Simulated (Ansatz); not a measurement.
**Is this MgCd5O6 structure stable?**

The structure comes from a generated guess, relaxed at this level; another structure or a mixture of phases may lie lower.

All numbers below come from Ansatz, DFT PBE, scalar-relativistic, plane waves, PAW. Plane waves to 420 eV, a 12×8×4 mesh through Γ for the 12-atom cell and 0.10 eV Gaussian smearing; no spin polarisation.

```
CELL_PARAMETERS angstrom
3.29999 0.00000 0.00000
0.00000 4.70453 0.00000
0.00000 0.00000 10.02560
ATOMIC_POSITIONS crystal
Mg 0.50000 0.50000 0.50000
Cd 0.00000 0.00000 0.00000
Cd 0.50000 0.50000 0.17325
Cd 0.00000 0.00000 0.33816
Cd 0.00000 0.00000 0.66183
Cd 0.50000 0.50000 0.82676
O 0.00000 0.50000 0.00000
O 0.50000 0.00000 0.16858
O 0.00000 0.50000 0.35350
O 0.50000 0.00000 0.50000
O 0.00000 0.50000 0.64650
O 0.50000 0.00000 0.83142
```

Energies over the elements count from the elements' standard structures at the same level (O₂ as a molecule), with no fitted energy shifts.

Task: These tests were run: energy against the elements; phonons on a 2×2×1 q mesh. What do they show?

Result:

```
                       test                            result
energy against the elements                     −1.25 eV/atom
  phonons on a 2×2×1 q mesh  imaginary modes down to 79i cm⁻¹
```

It fails one test: phonons on a 2×2×1 q mesh. So it isn't even a local minimum.

The run for the phonons used a 12×8×4 k mesh and Fermi–Dirac smearing of 0.15 eV.
